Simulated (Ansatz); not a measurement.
Is this TbBeC structure a true minimum?

The structure comes from a generated guess, relaxed at this level; another structure or a mixture of phases may lie lower.

Theory: DFT PBE, scalar-relativistic, plane waves, PAW, and for the lanthanide a 4f-in-core norm-conserving potential, in Ansatz 0.2.0. Plane waves to 690 eV, a k mesh through Γ of 18×18×12 on the computed 3-atom cell and Gaussian smearing (0.10 eV); no spin polarisation.

The cell below (3 atoms, space group P-6m2 (No. 187)) is relaxed within its symmetry.

```
Tb Be C
1.0
     3.36388    0.00000    0.00000
    -1.68194    2.91320    0.00000
     0.00000    0.00000    3.82449
Tb Be C
1 1 1
Cartesian
  1.6819 0.9711 0.0000
  0.0000 0.0000 1.9122
  0.0000 1.9421 1.9122
```

For the test a repeat of it with 6 atoms (edges 3.36, 3.82, 5.83 Å) was strained at random (σ = 1.5 % a component), the atoms were moved at random (σ = 0.10 Å), and all was relaxed again on a coarse 6×6×4 mesh (in the run’s order of axes) with 0.20 eV smearing, with no symmetry imposed.

An odd number of valence electrons (the lanthanide is held trivalent, its 4f shell in the core) allows no gap without spin; another valence of the lanthanide, a larger cell or a magnetic state could open one.

Q: What happens?

A: It returns, within 1 meV/atom of the unmoved cell on that mesh and with the same symmetry when read at 0.1 Å. So it is stable against the distortions that fit this cell and that this random move excites. Modes that don't fit the cell aren't tested.

The lanthanide is trivalent by construction, without f bands, f moments or other valences.
